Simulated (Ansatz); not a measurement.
C3S7O: consecutive steps of a trajectory

All numbers below come from DFT PBEsol, scalar-relativistic, plane waves, PAW in Ansatz 0.2.0. Cutoff 420 eV, shifted (0.5, 0.5, 0.0 steps) 4×2×1 k-points, Fermi–Dirac smearing of 0.1 eV. The mesh is coarse. No spin polarisation.

22 atoms, starting at 1.06 times the perfect crystal's volume (space group P-1); Langevin thermostat at 1200 K (friction 0.02 fs⁻¹), fixed cell; 127 steps of 2 fs. The run is short and not equilibrated.

Positions in Å, velocities in 0.01 Å/fs, forces in eV/Å; dE is the potential energy from the first frame shown.

```xyz
22
Lattice="4.4178 -0.1351 -0.0026 -0.0478 9.2213 -0.0639 1.6212 2.5546 11.7148" Properties=species:S:1:pos:R:3:v100:R:3:forces:R:3 pbc="T T T" time_fs=84.00 dE_eV=0.0000 T_K=1659
C     3.8804    4.2509    2.7508   -0.2564    0.3039    0.1807    1.8638   -0.9652   -3.4956
C     3.5260    8.3595    9.6208    0.7511    0.3753    0.6263   -0.8758    0.4427   -1.1200
C     3.6102    3.6950    3.9199    1.2840   -2.4202    1.0044    0.2974   -2.5108    1.2036
C     3.1154    8.8713    8.3811    1.5550   -2.0320    0.8809   -1.5354    1.2115   -1.9843
C     2.4884    5.7747    3.9907    0.9264    1.6982    2.4940   -1.5105    1.4978    1.3752
C     5.0517    5.0827    6.6255    0.2616    0.2764    0.5850   -2.8747    4.1966   -0.7004
S     4.4209    2.2196    4.1957    0.1079   -0.0058    0.4099   -0.2323   -0.8612    0.2450
S     1.5435    9.8269    7.7980    0.6181    0.5006   -1.0951   -0.2976    0.6044    2.4821
S     4.4018    8.6255    3.2574    0.1158    0.7385    0.4944   -0.2368   -1.4128    0.6300
S     4.0930    2.6230    6.5515    1.1099   -0.4336    1.6166   -0.1682   -0.8237    2.1590
S     5.3320    9.9597    2.3150   -0.4377   -0.3787    0.9041   -0.2750    0.2127   -0.4830
S     3.6040    2.2551    8.4497    0.6303    1.0341   -0.0708   -0.2065    0.6575   -0.1407
S     3.8857    1.5798    1.1111    1.2493    0.3683   -0.5425    0.7233    0.7473   -0.4304
S     4.4567   10.2494   11.6628   -0.9923    0.1226   -0.9652   -1.8412   -0.3141   -0.5309
S     4.7976    3.4082    1.1911   -0.0042   -0.5911   -0.2365   -1.1743    0.9553    1.5892
S     2.6657    9.3216   10.9230    0.4308   -0.0447   -0.4987    1.9213    0.6602    0.6330
S     3.1136    5.6496    2.3285    0.1980   -0.0952   -0.5402   -0.7867    1.3624   -0.3396
S     4.6558    7.2141    9.9465   -0.3393   -0.8009    0.7285    0.3928   -0.1189   -0.0893
S     2.3294    4.2633    4.9834    0.5614   -0.5956    0.5141    1.4736    0.2296   -1.4698
S     2.8637    9.0590    6.6034    0.0673    0.0285    0.5944    2.4165   -2.2625   -0.1079
O     2.1555    6.8131    4.5141    0.2491    0.3361   -0.0884    0.0634    0.1354   -0.5911
O     4.3465    6.0101    6.3767    0.6832   -1.0858   -0.0091    2.8629   -3.6440    1.1661
22
Lattice="4.4178 -0.1351 -0.0026 -0.0478 9.2213 -0.0639 1.6212 2.5546 11.7148" Properties=species:S:1:pos:R:3:v100:R:3:forces:R:3 pbc="T T T" time_fs=86.00 dE_eV=-0.1129 T_K=1712
C     3.8789    4.2572    2.7454    0.0928    0.2430   -0.5894    1.7030   -2.0292   -1.8131
C     3.5406    8.3647    9.6345    0.7124    0.1196    0.7525   -0.8347    0.1836   -1.0221
C     3.6358    3.6408    3.9453    1.2149   -2.7816    1.3634   -0.4076    0.2853   -0.8916
C     3.1411    8.8333    8.3934    0.9990   -1.7456    0.2991   -1.7405    1.5205   -2.6023
C     2.5059    5.8127    4.0419    0.9178    1.8190    2.4555   -0.3111   -2.1114   -0.7897
C     5.0506    5.0953    6.6301   -0.2285    0.7842   -0.0774   -0.9949    1.7466   -0.0541
S     4.4236    2.2222    4.2055    0.1832    0.2422    0.5753    0.3947   -1.9505    0.4304
S     1.5591    9.8339    7.7799    0.9244    0.2151   -0.7050   -0.7155    0.8512    2.8525
S     4.4058    8.6400    3.2670    0.2729    0.6851    0.4748   -0.6302   -1.9926    0.9983
S     4.1168    2.6176    6.5857    1.2806   -0.1044    1.7878    0.0037   -0.7430    1.6726
S     5.3239    9.9536    2.3316   -0.3593   -0.2162    0.7459    0.2614    0.6936   -0.8869
S     3.6177    2.2761    8.4458    0.7349    1.0555   -0.2991   -0.3913    0.5340    0.3699
S     3.9117    1.5866    1.1002    1.3458    0.2985   -0.5466    0.3992    0.4326   -0.4432
S     4.4345   10.2523   11.6451   -1.2202    0.1688   -0.8059   -1.6755   -0.2364   -0.4194
S     4.7963    3.3958    1.1912   -0.1245   -0.6280    0.2444   -0.9837    1.3592    1.5662
S     2.6754    9.3215   10.9128    0.5321    0.0380   -0.5169    1.6855    0.7153    0.7503
S     3.1175    5.6485    2.3186    0.1845   -0.0109   -0.4351   -0.8090    1.2762    0.1209
S     4.6498    7.2003    9.9615   -0.2557   -0.5861    0.7719    0.5645   -0.2508    0.0098
S     2.3421    4.2513    4.9903    0.7057   -0.6049    0.1776    1.4430    0.2939   -1.2629
S     2.8671    9.0575    6.6157    0.2817   -0.1880    0.6318    2.9286   -2.5371   -0.1972
O     2.1617    6.8181    4.5096    0.3181    0.3453   -0.2585   -0.9056    3.1076    1.0912
O     4.3609    5.9862    6.3789    0.6498   -1.1542    0.1913    1.0158   -1.1487    0.5205
22
Lattice="4.4178 -0.1351 -0.0026 -0.0478 9.2213 -0.0639 1.6212 2.5546 11.7148" Properties=species:S:1:pos:R:3:v100:R:3:forces:R:3 pbc="T T T" time_fs=88.00 dE_eV=0.2579 T_K=1604
C     3.8834    4.2593    2.7263    0.3507   -0.1040   -1.2000    1.5892   -2.9352   -0.3497
C     3.5465    8.3714    9.6499   -0.1141    0.5248    0.7689   -0.6495   -0.1125   -1.2674
C     3.6617    3.5882    3.9726    1.2905   -2.2289    1.2184   -1.4318    3.3197   -2.7824
C     3.1567    8.7962    8.3937    0.5599   -1.9534   -0.2716   -1.7237    1.5943   -2.6090
C     2.5291    5.8450    4.0845    1.4938    1.1545    1.6704    0.8154   -5.3210   -2.4212
C     5.0497    5.1142    6.6318    0.3914    0.7996    0.3451    2.0496   -2.0814    1.0495
S     4.4272    2.2257    4.2169    0.2009    0.0591    0.5702    1.3148   -3.4879    0.7270
S     1.5754    9.8384    7.7694    0.6950    0.2327   -0.3330   -1.1551    1.0906    3.0853
S     4.4122    8.6520    3.2751    0.3549    0.4992    0.3486   -1.0424   -2.5522    1.3674
S     4.1414    2.6154    6.6249    1.1828   -0.1142    2.1053    0.2605   -0.6323    0.8893
S     5.3155    9.9496    2.3434   -0.4656   -0.1800    0.4158    0.8468    1.1377   -1.2781
S     3.6313    2.2981    8.4402    0.6224    1.1450   -0.2406   -0.6406    0.3643    1.1644
S     3.9399    1.5924    1.0886    1.4584    0.2715   -0.6137    0.0004    0.0417   -0.4848
S     4.4101   10.2569   11.6284   -1.2132    0.2901   -0.8587   -1.4437   -0.1305   -0.2848
S     4.7923    3.3860    1.1959   -0.2668   -0.3456    0.2290   -0.7284    1.8346    1.5197
S     2.6871    9.3231   10.8997    0.6286    0.1203   -0.7898    1.3306    0.7792    0.8726
S     3.1199    5.6463    2.3104    0.0585   -0.2180   -0.3758   -0.7484    1.1998    0.3736
S     4.6485    7.1903    9.9776    0.1213   -0.4034    0.8358    0.5524   -0.2083    0.0394
S     2.3568    4.2425    4.9928    0.7652   -0.2693    0.0868    1.4016    0.3487   -1.0559
S     2.8734    9.0544    6.6283    0.3671   -0.1321    0.6209    3.3217   -2.7387   -0.3743
O     2.1648    6.8280    4.5029   -0.0766    0.8044   -0.3335   -1.9127    5.7606    2.4004
O     4.3762    5.9614    6.3841    0.7001   -1.0885    0.2625   -2.0068    2.7287   -0.5811
22
Lattice="4.4178 -0.1351 -0.0026 -0.0478 9.2213 -0.0639 1.6212 2.5546 11.7148" Properties=species:S:1:pos:R:3:v100:R:3:forces:R:3 pbc="T T T" time_fs=90.00 dE_eV=0.6362 T_K=1404
C     3.8972    4.2527    2.7004    1.0039   -0.5809   -1.3298    1.3393   -3.1685    0.5013
C     3.5482    8.3768    9.6636    0.3101   -0.0029    0.5605   -0.4109   -0.4143   -1.7992
C     3.6836    3.5515    3.9947    0.8339   -1.2686    0.9014   -2.3330    5.4794   -3.9270
C     3.1622    8.7627    8.3859    0.0046   -1.4083   -0.4689   -1.5714    1.5219   -2.1369
C     2.5558    5.8652    4.1119    1.1881    0.8335    1.0534    0.9413   -5.6783   -2.6828
C     5.0614    5.1223    6.6406    0.9030   -0.1329    0.5726    3.6102   -3.9106    1.6345
S     4.4332    2.2260    4.2274    0.4298   -0.0760    0.4829    2.1466   -4.8327    1.0147
S     1.5877    9.8444    7.7668    0.5306    0.3741    0.0710   -1.3954    1.1979    3.1056
S     4.4202    8.6604    3.2820    0.4252    0.3237    0.3454   -1.4346   -3.0707    1.7118
S     4.1654    2.6128    6.6685    1.2318   -0.1329    2.2254    0.6250   -0.4714   -0.2233
S     5.3081    9.9448    2.3527   -0.2496   -0.2867    0.5022    1.4121    1.5660   -1.6157
S     3.6402    2.3206    8.4374    0.2537    1.1015   -0.0104   -0.9801    0.1591    2.2294
S     3.9682    1.5974    1.0774    1.3596    0.2177   -0.5097   -0.4303   -0.4202   -0.5506
S     4.3849   10.2642   11.6140   -1.3030    0.4423   -0.5833   -1.1643   -0.0084   -0.1469
S     4.7841    3.3780    1.2016   -0.5390   -0.4370    0.3409   -0.3842    2.3273    1.4487
S     2.7010    9.3242   10.8855    0.7496   -0.0060   -0.6239    0.8805    0.8611    1.0094
S     3.1213    5.6425    2.3014    0.0872   -0.1675   -0.5156   -0.6105    1.0010    0.6455
S     4.6497    7.1823    9.9947   -0.0019   -0.3997    0.8809    0.4420   -0.0727    0.0180
S     2.3705    4.2346    4.9932    0.6032   -0.5134   -0.0481    1.3886    0.5059   -0.9630
S     2.8821    9.0503    6.6404    0.5073   -0.2730    0.5859    3.4573   -2.7859   -0.5048
O     2.1662    6.8500    4.4977    0.2167    1.3906   -0.1856   -1.9700    5.6421    2.3961
O     4.3869    5.9447    6.3896    0.2745   -0.4666    0.2538   -3.5585    4.5718   -1.1647
22
Lattice="4.4178 -0.1351 -0.0026 -0.0478 9.2213 -0.0639 1.6212 2.5546 11.7148" Properties=species:S:1:pos:R:3:v100:R:3:forces:R:3 pbc="T T T" time_fs=92.00 dE_eV=0.4924 T_K=1428
C     3.9251    4.2335    2.6784    1.7334   -1.2907   -0.8351    0.6554   -2.5827    0.8700
C     3.5473    8.3719    9.6688   -0.3925   -0.5024   -0.0818   -0.2833   -0.5353   -2.2749
C     3.6945    3.5387    4.0018    0.2565    0.0103   -0.2202   -2.3343    5.7486   -4.2928
C     3.1597    8.7366    8.3751   -0.2404   -1.2069   -0.5604   -1.4037    1.4146   -1.5282
C     2.5826    5.8731    4.1254    1.4009    0.1627    0.3522   -0.1087   -3.1440   -1.9165
C     5.0873    5.1197    6.6527    1.5748   -0.0006    0.6068    2.3067   -2.2753    1.1624
S     4.4416    2.2193    4.2396    0.4054   -0.5972    0.7400    2.2665   -4.9809    1.0850
S     1.5965    9.8533    7.7702    0.3451    0.5138    0.2640   -1.3857    1.1510    2.9469
S     4.4277    8.6645    3.2912    0.3219    0.0835    0.5787   -1.7056   -3.4451    1.9411
S     4.1902    2.6113    6.7115    1.2559   -0.0195    2.0330    1.0896   -0.2669   -1.5596
S     5.3047    9.9381    2.3622   -0.0835   -0.3663    0.4465    1.8042    1.9203   -1.7939
S     3.6436    2.3418    8.4358    0.0763    1.0072   -0.1116   -1.4127   -0.0550    3.4586
S     3.9946    1.5970    1.0656    1.2671   -0.2686   -0.6669   -0.7978   -0.8607   -0.5996
S     4.3572   10.2735   11.6025   -1.4550    0.4969   -0.5634   -0.8487    0.1218   -0.0179
S     4.7728    3.3703    1.2103   -0.5858   -0.3223    0.5251    0.0418    2.7189    1.3121
S     2.7158    9.3265   10.8725    0.7213    0.2354   -0.6709    0.4263    0.8693    1.0514
S     3.1232    5.6405    2.2906    0.1111   -0.0463   -0.5521   -0.3090    0.4866    1.0897
S     4.6482    7.1744   10.0108   -0.1475   -0.3869    0.7286    0.3892   -0.0218   -0.0039
S     2.3826    4.2252    4.9927    0.6114   -0.4197    0.0005    1.3920    0.8069   -1.0080
S     2.8928    9.0456    6.6504    0.5575   -0.2002    0.4094    3.3365   -2.6834   -0.5661
O     2.1655    6.8853    4.4951   -0.2189    1.9639   -0.1453   -0.8593    2.6997    1.3364
O     4.3912    5.9413    6.3923    0.2345    0.0227    0.0370   -2.2595    2.9135   -0.6923
22
Lattice="4.4178 -0.1351 -0.0026 -0.0478 9.2213 -0.0639 1.6212 2.5546 11.7148" Properties=species:S:1:pos:R:3:v100:R:3:forces:R:3 pbc="T T T" time_fs=94.00 dE_eV=0.1964 T_K=1478
C     3.9586    4.2047    2.6647    1.5462   -1.5126   -0.5199   -0.2457   -1.6191    1.0338
C     3.5408    8.3599    9.6630   -0.2445   -0.7035   -0.5203   -0.1173   -0.6099   -2.4839
C     3.6988    3.5491    3.9922    0.2411    0.9120   -0.7242   -1.4379    4.2762   -4.0800
C     3.1531    8.7174    8.3610   -0.4080   -0.7255   -0.8015   -1.2662    1.2984   -0.9323
C     2.6104    5.8720    4.1289    1.2660   -0.0078    0.0766   -1.5648    0.1853   -1.0101
C     5.1230    5.1153    6.6656    1.8057   -0.2083    0.6069   -0.1377    0.5357    0.2616
S     4.4519    2.2049    4.2558    0.6051   -0.8068    0.8782    1.6297   -3.8511    0.8693
S     1.6011    9.8629    7.7751    0.1270    0.4384    0.2213   -1.2211    1.0054    2.6786
S     4.4339    8.6655    3.3033    0.2948    0.0038    0.6420   -1.8496   -3.6657    2.0397
S     4.2140    2.6105    6.7512    1.1466   -0.0516    1.9001    1.6373   -0.0292   -3.0133
S     5.3026    9.9289    2.3694   -0.1185   -0.5435    0.2742    2.0220    2.1893   -1.8060
S     3.6463    2.3604    8.4349    0.1731    0.8485    0.0670   -1.9253   -0.2574    4.7738
S     4.0187    1.5930    1.0491    1.1379   -0.1418   -0.9843   -1.0605   -1.1931   -0.6168
S     4.3278   10.2845   11.5912   -1.4747    0.6058   -0.5526   -0.4664    0.2838    0.1219
S     4.7618    3.3648    1.2210   -0.4967   -0.2234    0.5380    0.4856    2.8978    1.0886
S     2.7318    9.3335   10.8603    0.8657    0.4552   -0.5543   -0.0310    0.7277    0.9335
S     3.1256    5.6401    2.2807    0.1378   -0.0114   -0.4275    0.0462   -0.0840    1.5793
S     4.6461    7.1640   10.0242   -0.0647   -0.6457    0.6090    0.2576    0.0912   -0.0606
S     2.3965    4.2185    4.9896    0.7704   -0.2433   -0.3171    1.4004    1.1557   -1.1086
S     2.9061    9.0418    6.6577    0.7604   -0.1696    0.3274    3.0591   -2.4870   -0.6101
O     2.1612    6.9266    4.4922   -0.1172    1.9467   -0.2182    0.6185   -0.9054    0.1325
O     4.3946    5.9481    6.3931    0.2510    0.4814    0.0988    0.1668    0.0553    0.2089
22
Lattice="4.4178 -0.1351 -0.0026 -0.0478 9.2213 -0.0639 1.6212 2.5546 11.7148" Properties=species:S:1:pos:R:3:v100:R:3:forces:R:3 pbc="T T T" time_fs=96.00 dE_eV=0.0638 T_K=1523
C     3.9904    4.1752    2.6529    1.5657   -1.3604   -0.6508   -1.1095   -0.6353    1.1877
C     3.5363    8.3492    9.6454   -0.1879   -0.3683   -1.2261    0.0817   -0.7407   -2.4293
C     3.7001    3.5753    3.9694   -0.0139    1.5300   -1.5074   -0.2466    2.0389   -3.4326
C     3.1453    8.7032    8.3421   -0.3622   -0.7034   -1.0359   -1.1389    1.1611   -0.2875
C     2.6333    5.8718    4.1324    0.9482    0.1492    0.3001   -2.4746    2.1801   -0.6475
C     5.1540    5.1103    6.6786    1.1240   -0.1113    0.6322   -2.1929    2.7996   -0.5176
S     4.4627    2.1862    4.2753    0.4537   -1.0114    1.0575    0.7310   -2.2232    0.4633
S     1.6002    9.8733    7.7819   -0.2151    0.5951    0.4405   -0.8887    0.7533    2.2738
S     4.4371    8.6625    3.3169    0.0187   -0.3023    0.7123   -1.8594   -3.6932    1.9853
S     4.2379    2.6106    6.7864    1.2527    0.0667    1.5819    2.1582    0.1606   -4.2082
S     5.3019    9.9186    2.3740    0.0535   -0.4838    0.1923    2.0581    2.3033   -1.6818
S     3.6452    2.3763    8.4381   -0.2902    0.7351    0.2781   -2.3950   -0.3958    5.8228
S     4.0402    1.5908    1.0283    1.0114   -0.0847   -1.0993   -1.2087   -1.4258   -0.5849
S     4.2976   10.2941   11.5782   -1.5244    0.3657   -0.7413    0.0557    0.5424    0.3239
S     4.7526    3.3642    1.2343   -0.4088    0.1702    0.7730    0.9411    2.8567    0.7167
S     2.7510    9.3413   10.8507    1.0305    0.3160   -0.4178   -0.5489    0.3875    0.6224
S     3.1273    5.6375    2.2739    0.0447   -0.2604   -0.2411    0.2968   -0.3884    1.8785
S     4.6445    7.1485   10.0361   -0.1075   -0.8974    0.5725    0.0136    0.3324   -0.1782
S     2.4114    4.2127    4.9805    0.7191   -0.3216   -0.5896    1.3553    1.4804   -1.1517
S     2.9215    9.0369    6.6628    0.7695   -0.3119    0.1736    2.6119   -2.1556   -0.6443
O     2.1588    6.9621    4.4868   -0.0711    1.4759   -0.3539    1.5476   -3.0747   -0.4878
O     4.3985    5.9604    6.3939    0.2592    0.6166    0.0329    2.2125   -2.2637    0.9771
```

Task: What is the next frame? The thermostat's random kicks make it one of many possible.

Result:
```xyz
22
Lattice="4.4178 -0.1351 -0.0026 -0.0478 9.2213 -0.0639 1.6212 2.5546 11.7148" Properties=species:S:1:pos:R:3:v100:R:3:forces:R:3 pbc="T T T" time_fs=98.00 dE_eV=-0.0972 T_K=1467
C     4.0193    4.1469    2.6453    1.2604   -1.3772   -0.1186   -1.8819    0.4371    1.1221
C     3.5325    8.3422    9.6195   -0.1713   -0.3501   -1.3485    0.3502   -0.9584   -2.1290
C     3.6985    3.6060    3.9345   -0.0682    1.3649   -1.8882    0.6897   -0.1477   -2.2786
C     3.1366    8.6951    8.3228   -0.5000   -0.1157   -0.8504   -1.0599    1.0391    0.2497
C     2.6513    5.8779    4.1387    0.8203    0.5146    0.3274   -2.8244    2.9027   -0.7242
C     5.1726    5.1146    6.6833    0.6887    0.5899   -0.1829   -2.7760    3.4258   -0.7604
S     4.4719    2.1653    4.2956    0.4398   -1.0391    0.9577   -0.0283   -0.7887    0.0235
S     1.5965    9.8863    7.7924   -0.1311    0.7030    0.5976   -0.4105    0.4215    1.7774
S     4.4370    8.6536    3.3320   -0.0165   -0.5807    0.7859   -1.6380   -3.3786    1.6686
S     4.2663    2.6101    6.8142    1.6038   -0.1160    1.1824    2.4503    0.1861   -4.5778
S     5.3046    9.9111    2.3761    0.2060   -0.2740    0.0211    1.8216    2.0929   -1.3360
S     3.6367    2.3907    8.4480   -0.5750    0.7106    0.7259   -2.6213   -0.3960    6.0391
S     4.0588    1.5886    1.0061    0.8400   -0.1356   -1.1150   -1.2069   -1.4508   -0.4925
S     4.2697   10.3006   11.5628   -1.2462    0.2947   -0.8001    0.6989    0.9071    0.5892
S     4.7454    3.3712    1.2506   -0.2947    0.5161    0.8443    1.3726    2.4920    0.1551
S     2.7715    9.3459   10.8438    1.0013    0.1301   -0.2803   -1.1601   -0.1047    0.2072
S     3.1268    5.6336    2.2689   -0.0912   -0.1250   -0.2580    0.4795   -0.5017    1.9934
S     4.6438    7.1316   10.0490    0.0315   -0.7902    0.7155   -0.3017    0.6532   -0.3521
S     2.4250    4.2070    4.9675    0.6414   -0.2417   -0.7201    1.2990    1.7244   -1.1578
S     2.9377    9.0308    6.6631    0.8350   -0.2820   -0.1406    2.0349   -1.7148   -0.6165
O     2.1640    6.9874    4.4780    0.6106    1.0021   -0.5389    1.9124   -3.9213   -0.6004
O     4.4065    5.9694    6.3963    0.5725    0.2384    0.2176    2.8000   -2.9190    1.2001
```

Cost: 1 run of about 42 core-minutes (earlier runs that led there not counted), on Arm Neoverse V1 (shared hosts).